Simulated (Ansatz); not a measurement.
Given:

YAu:
Space group Pm-3m (No. 221); a = b = c = 3.514 Å, α = β = γ = 90.00°

| atom | site | symmetry | x | y | z |
|---|---|---|---|---|---|
| Y | 1b | m-3m | 0.5000 | 0.5000 | 0.5000 |
| Au | 1a | m-3m | 0.0000 | 0.0000 | 0.0000 |

This is the LDA-relaxed structure.

All from the program Ansatz at the LDA level (PAW), unless another level is named. Estimate the highest zone-centre frequency.

3.28 THz.

Next, the Poisson's ratio?

0.35.

What about the elastic constants (relaxed ions, GPa)?

C11 = 144, C12 = 85.0, C44 = 38.8.

The first step of the workflow began from a Materials Project structure, measured or hypothetical; the Crystallography Open Database files this formula in space group No. 221, but the cells were not matched. Whether it is the stable phase at ambient conditions was not checked. Symmetry was held in the LDA relaxation; its stability against distortions is not shown here. No spin polarisation was allowed. As this level gives no gap, shear constants depend on the k-mesh and smearing (Fermi–Dirac, 0.1 eV here). As this level gives no gap, phonon frequencies hold no LO–TO term and depend on the k-mesh and smearing (Fermi–Dirac, 0.1 eV here). Scalar-relativistic: spin–orbit coupling is off unless named, which matters more the heavier the elements.

Potentials: the later of the program's two PAW sets.
